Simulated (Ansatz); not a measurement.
**Calculated field gradients at the nuclei for CaH12Cl2O6**

The cell is an entry of the Crystallography Open Database (COD), ions relaxed with PBE at fixed cell.

```cif
data_CaH12Cl2O6
_symmetry_space_group_name_H-M 'P321'
_symmetry_Int_Tables_number 150
_cell_length_a 7.8759
_cell_length_b 7.8759
_cell_length_c 3.9545
_cell_angle_alpha 90.000
_cell_angle_beta 90.000
_cell_angle_gamma 120.000
loop_
_atom_site_label
_atom_site_type_symbol
_atom_site_symmetry_multiplicity
_atom_site_Wyckoff_symbol
_atom_site_fract_x
_atom_site_fract_y
_atom_site_fract_z
Ca Ca 1 a 0.0000 0.0000 0.0000
H2 H 6 g 0.4357 0.1003 0.9009
H8 H 6 g 0.7655 0.1137 0.4821
Cl Cl 2 d 0.3333 0.6667 0.4031
O16 O 3 e 0.3108 0.0000 0.0000
O19 O 3 f 0.7853 0.0000 0.5000
```

One atom of each set is listed.

Method: Kohn–Sham DFT in Ansatz, PBE, plane waves and PAW, scalar-relativistic, 420 eV cutoff, Γ-centred 4×4×6 k-points, Fermi–Dirac smearing 0.02 eV.

V_zz is the principal component of the electric field gradient with the largest magnitude, η = (V_xx − V_yy)/V_zz and C_Q = eQV_zz/h.

Ca-43: I = 7/2, Q = -40.80 mb; H-2: I = 1, Q = 2.858 mb; ³⁵Cl: I = 3/2, Q = -81.12 mb; ¹⁷O: I = 5/2, Q = -25.58 mb. Q values from Pyykkö, Mol. Phys. 116, 1328 (2018).

Q: Which values are expected at the nuclei?

A: 

```
site  atoms                                     first shell  V_xx, V_yy, V_zz (10²¹ V/m²)     η  C_Q (MHz)
  Ca      1                              9 O at 2.45–2.60 Å            -0.24, -0.24, 0.47  0.00     -0.467
  H2      6              1 O at 0.98 Å; also 1 Cl at 2.19 Å            -1.53, -2.04, 3.57  0.14      0.246
  H8      6              1 O at 0.99 Å; also 1 Cl at 2.27 Å            -1.59, -1.97, 3.56  0.11      0.246
  Cl      2     6 H at 2.19–2.27 Å; also 6 O at 3.15–3.22 Å             1.63, 1.63, -3.26  0.00       6.40
 O16      3  2 H at 0.98 Å, angle 107°; also 1 Ca at 2.45 Å           2.17, 12.67, -14.84  0.71       9.18
 O19      3  2 H at 0.99 Å, angle 104°; also 2 Ca at 2.60 Å           1.47, 11.86, -13.33  0.78       8.24
```

An axis of threefold or higher order runs through Ca and Cl, so V_zz lies along it and η is zero. At H2 and H8 V_zz points along its bond to O (within 2°) in each case. At O16 V_zz stands upright on the plane of its two bonds (within 1°).

The lattice is static: at room temperature water may turn and average the couplings of its hydrogen.

The relaxation (6 steps) took 79 s of wall time (79 s of CPU time) and 0.53 GiB at its peak, on 1 thread of Arm Neoverse V2 (aarch64; 8 cores open to the job, memory cap 2.5 GiB, no GPU), a shared host with a load of 0.5 a core.
